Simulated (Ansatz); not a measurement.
P₂W:
```yaml
crystal:
  lattice:
    - [1.56590, -5.54085, 0.00000]
    - [1.56590, 5.54085, 0.00000]
    - [0.00000, 0.00000, 4.93335]
  atoms:
    - { symbol: P, position: [0.06998, 0.93002, 0.38256] }
    - { symbol: P, position: [0.93002, 0.06998, 0.88256] }
    - { symbol: P, position: [0.79712, 0.20288, 0.20049] }
    - { symbol: P, position: [0.20288, 0.79712, 0.70049] }
    - { symbol: W, position: [0.40670, 0.59330, 0.49995] }
    - { symbol: W, position: [0.59330, 0.40670, 0.99995] }
```

Relaxed with LDA. Special points in fractions of this cell's reciprocal vectors: Γ (0.000, 0.000, 0.000); Y (-0.500, 0.500, 0.000); C0 (-0.270, 0.730, 0.000); Σ0 (0.270, 0.270, 0.000); Z (0.000, 0.000, 0.500); A0 (0.270, 0.270, 0.500); E0 (-0.270, 0.730, 0.500); T (-0.500, 0.500, 0.500); S (0.000, 0.500, 0.000); R (0.000, 0.500, 0.500).

Problem. List the band energies nearest the Fermi level at these points for LDA (plane waves, PAW; program Ansatz).

Solution. In eV from the Fermi level; about four levels below and three above (degenerate sets whole), none deeper than 8.9 eV; points with the same levels are listed once.

| k | below | above |
|---|---|---|
| Γ | -2.21 -1.62 -1.31 -0.94 | 0.26 1.31 1.36 |
| Y | -1.43 -1.21 -0.76 -0.17 | 0.51 1.01 2.27 |
| C0 | -3.40 -3.21 -2.41 -2.00 | 0.07 1.40 2.04 |
| Z | -1.20 -1.20 -0.22 -0.22 | 0.94 0.94 1.99 1.99 |
| A0 | -3.29 -3.29 -1.30 -1.30 | 1.84 1.84 2.68 2.68 |
| T | -1.83 -1.83 -1.19 -1.19 | 0.98 0.98 2.82 2.82 |
| S | -3.73 -3.06 -2.78 -1.69 | 0.17 1.05 2.34 |
| R | -3.40 -3.40 -1.11 -1.11 | 1.28 1.28 2.72 2.72 |

Space group Cmc2_1. The workflow started from a Materials Project entry (that database holds measured and hypothetical structures alike); the Crystallography Open Database files this formula in space group No. 36, but the cells were not matched. Whether it is the stable phase at ambient conditions was not checked. Symmetry was held in the LDA relaxation; whether a distortion lowers the energy is not shown. The run is not spin-polarised. Spin–orbit coupling is left out wherever it is not named.

Potentials: the earlier of the program's two PAW sets.
